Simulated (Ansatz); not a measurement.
# WSb₂ in the CdI2-type structure

Method: PBE, scalar-relativistic; no spin polarisation; PAW, 420 eV, Γ-centred 12×12×6 mesh, 0.05 eV Gaussian smearing; code Ansatz; PAW files: Ansatz's generated set soft_2.

```xyz
3
Lattice="3.4649 0.0000 0.0000 -1.7325 3.0007 0.0000 0.0000 0.0000 6.7174" Properties=species:S:1:pos:R:3 pbc="T T T"
W     0.0000    0.0000    0.0000
Sb    0.0000    2.0005    1.9128
Sb    1.7325    1.0002    4.8046
```

The cell came from substitution into a structure type; no database entry of this phase was matched, which doesn't show that none exists.

The cell is relaxed to zero pressure at this level.

The cell has space group P-3m1 (read at 0.01 Å). In it the stress is 0.03, 0.03, -0.03, 0.00, 0.00, 0.00 GPa and the largest force component 0.001 eV/Å. Each change below starts from this cell, without further relaxation. Stress is in GPa, positive in compression, in the order xx, yy, zz, yz, xz, xy; energies are counted from the cell above and are free energies with the smearing's entropy, which match forces and stress in a metal.

Q: What happens when atom 1 (W) is moved by 0.05 Å along x?

A: The energy changes by 7.6 meV per cell, and the force on it along the shift is -0.303 eV/Å (−F/u = 6.06 eV/Å²). Stress: 0.08, 0.08, 0.08, -0.09, 0.00, 0.00.
```
atom  Fx (eV/Å)      Fy      Fz
  W1     -0.303   0.000   0.000
 Sb2      0.151  -0.009   0.012
 Sb3      0.151   0.009  -0.012
```
In a harmonic crystal the energy would rise by −½F·u = ½ × 6.06 × 0.05² eV = 7.6 meV, which matches.

Q: What happens when atom 1 (W) is moved by 0.02 Å along y?

A: The energy changes by 1.2 meV per cell, and the force on it along the shift is -0.121 eV/Å (−F/u = 6.04 eV/Å²). Stress: 0.04, 0.04, -0.02, 0.01, 0.00, 0.00.
| atom | Fx (eV/Å) | Fy | Fz |
| --- | --- | --- | --- |
| W1 | 0.000 | -0.121 | 0.000 |
| Sb2 | 0.000 | 0.062 | 0.001 |
| Sb3 | 0.000 | 0.059 | -0.001 |
In a harmonic crystal the energy would rise by −½F·u = ½ × 6.04 × 0.02² eV = 1.2 meV, which matches.

Q: What stress follows from an engineering strain of -2 % in yy, atoms carried along?

A: 1.40, 3.44, 1.92, 1.00, 0.00, 0.00 GPa; the energy changes by 14.9 meV per cell.
| atom | Fx (eV/Å) | Fy | Fz |
| --- | --- | --- | --- |
| W1 | 0.000 | 0.000 | 0.000 |
| Sb2 | 0.000 | 0.060 | 0.160 |
| Sb3 | 0.000 | -0.060 | -0.160 |
The change of the stress over the strain gives a clamped-atom stiffness of about 171 GPa for this component, a secant value that lies under the elastic constant in tension and over it in compression, by several per cent for each per cent of strain.
In a harmonic crystal the energy would rise by V(½Cε² − σ₀ε), with σ₀ the stress of the unstrained cell, = 15.1 meV, which matches.

Q: What stress follows from an engineering strain of -2 % in zz, atoms carried along?

A: 1.95, 1.95, 3.41, 0.00, 0.00, 0.00 GPa; the energy changes by 14.7 meV per cell.
```tsv
atom	Fx (eV/Å)	Fy	Fz
W1	0.000	0.000	0.000
Sb2	0.000	0.000	0.369
Sb3	0.000	0.000	-0.369
```
The change of the stress over the strain gives a clamped-atom stiffness of about 172 GPa for this component, a secant value that lies under the elastic constant in tension and over it in compression, by several per cent for each per cent of strain.
In a harmonic crystal the energy would rise by V(½Cε² − σ₀ε), with σ₀ the stress of the unstrained cell, = 14.7 meV, which matches.

Q: All atoms and the cell are disturbed at random:
```xyz
3
Lattice="3.4806 0.0494 0.0025 -1.6975 2.9501 -0.0030 0.0049 -0.0038 6.7207" Properties=species:S:1:pos:R:3 pbc="T T T"
W     0.0254    0.0271   -0.0355
Sb    0.0243    1.9346    1.9322
Sb    1.7382    1.0338    4.8237
```
Give the energy change, the stress and the forces.

A: 44.7 meV per cell; stress -0.25, 1.57, 0.77, 1.73, 0.68, -0.96 GPa.
```tsv
atom	Fx (eV/Å)	Fy	Fz
W1	-0.185	-0.203	0.742
Sb2	0.087	0.283	-0.300
Sb3	0.098	-0.081	-0.442
```

Q: All atoms and the cell are disturbed at random:
```xyz
3
Lattice="3.4654 -0.0298 -0.0104 -1.7586 3.0333 0.0054 -0.0201 0.0004 6.6965" Properties=species:S:1:pos:R:3 pbc="T T T"
W    -0.1453   -0.1566    0.0373
Sb    0.0911    2.1041    2.0200
Sb    1.7410    1.0564    4.6342
```
Give the energy change, the stress and the forces.

A: 485.0 meV per cell; stress -1.33, -2.90, -4.68, -1.11, -4.30, 1.11 GPa.
```
atom  Fx (eV/Å)      Fy      Fz
  W1      1.221   1.077  -1.141
 Sb2     -1.091  -0.692  -0.498
 Sb3     -0.130  -0.385   1.640
```

Scalar-relativistic only: spin–orbit splittings of the heavy atoms' levels are missing.
